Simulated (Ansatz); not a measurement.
## Lattice vibrations of ScW at Γ

All numbers below come from Ansatz 0.2.0, DFT PBE, scalar-relativistic, plane waves, PAW. Plane waves to 420 eV; Γ-centred k mesh 10×10×2; Gaussian smearing of 0.10 eV. Collinear spin, site moments 0.0, 0.0, 0.2, 0.2, 0.0, 0.0, 0.0, 0.0 μB. Phonons by linear response, acoustic sum rule imposed.

Relaxed structure:
```
CELL_PARAMETERS angstrom
3.20835 0.00000 0.00000
0.00000 3.20835 0.00000
0.00000 0.00000 15.54976
ATOMIC_POSITIONS crystal
Sc 0.00000 0.50000 0.73609
Sc 0.50000 0.00000 0.26391
Sc 0.50000 0.00000 0.57179
Sc 0.00000 0.50000 0.42821
W 0.00000 0.50000 0.94679
W 0.50000 0.00000 0.85100
W 0.50000 0.00000 0.05321
W 0.00000 0.50000 0.14900
```

The structure comes from a proposed guess, relaxed at this level; another structure or a mixture of phases may lie lower. In a metal, frequencies depend on the k mesh and the smearing, soft modes most. Spin–orbit coupling is left out, which matters for heavy elements.

(1) Is this structure stable against zone-centre distortions?

(2) List the optical modes at Γ (i marks imaginary ones).

Results:

(1) Yes, at Γ: no optical mode is imaginary. Strains and other wave vectors aren't tested by this run.

(2)
| frequency (meV) | degeneracy |
| --- | --- |
| 7.2 | 2 |
| 7.6 | 2 |
| 11.5 | 1 |
| 13.1 | 2 |
| 14.4 | 1 |
| 16.9 | 2 |
| 20.8 | 2 |
| 23.0 | 1 |
| 24.2 | 1 |
| 24.2 | 2 |
| 24.6 | 1 |
| 25.2 | 2 |
| 27.4 | 1 |
| 28.6 | 1 |
